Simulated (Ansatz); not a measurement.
CeO2:
```xyz
6
Lattice="5.0255 0.0000 0.0000 0.0000 5.0255 0.0000 0.0000 0.0000 3.5917" Properties=species:S:1:pos:R:3 pbc="T T T"
Ce     2.5127     2.5127     1.7959
Ce     0.0000     0.0000     0.0000
O      4.0854     0.9401     1.7959
O      0.9401     4.0854     1.7959
O      1.5727     1.5727     0.0000
O      3.4528     3.4528     0.0000
```

Cartesian axes are those of the cell as given.

Question: Give the high-frequency dielectric tensor and the Born effective charge tensors of the independent atoms from DFPT, LDA (plane waves, PAW; program Ansatz).

Answer: 
ε∞:
```
5.97  0.00  0.00
0.00  5.97  0.00
0.00  0.00  6.97
```
Z* of atom 1 (Ce), rows: field, columns: displacement, in e:
```
 5.25  -0.79   0.00
-0.79   5.25   0.00
 0.00   0.00   6.47
```
Z* of atom 3 (O), rows: field, columns: displacement, in e:
```
-2.63   1.56   0.00
 1.56  -2.63   0.00
 0.00   0.00  -3.24
```

Space group P4_2/mnm (rutile). The first step of the workflow began from a Materials Project structure, measured or hypothetical; the Crystallography Open Database copy checked does not list it. It is not the phase usual at ambient conditions (space group No. 225). The cell was relaxed with LDA under the symmetry of its start; phonons show weakly imaginary modes. No spin polarisation was allowed. The 4f shell is in the valence. No Hubbard U is applied. Scalar-relativistic: spin–orbit coupling is off unless named, which matters more the heavier the elements.

Potentials: the later of the program's two PAW sets.
